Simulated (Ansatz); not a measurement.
NiGe in space group Pnma (No. 62; Ni on 4c, Ge on 4c) under volume change, PBEsol (plane waves, PAW; program Ansatz), shape and atoms relaxed at each volume.

| V (Å³/atom) | E − E(relaxed) (meV/atom) | P (GPa) |
|---|---|---|
| 11.923 | 60.7 | 18.05 |
| 12.316 | 25.3 | 10.95 |
| 12.709 | 6.0 | 5.01 |
| 13.102 | 0.0 | 0.00 |
| 13.496 | 5.3 | -4.17 |
| 13.889 | 19.8 | -7.62 |
| 14.282 | 42.3 | -10.58 |

### Question
What does a third-order Birch–Murnaghan fit give for V₀, B₀ and B′?

### Answer
V₀ = 13.10 Å³/atom, B₀ = 152 GPa, B′ = 4.9.

The PBEsol relaxation kept the symmetry of its start; of distortions, only those at the zone centre were tested. No spin polarisation was allowed.

Potentials: the later of the program's two PAW sets.
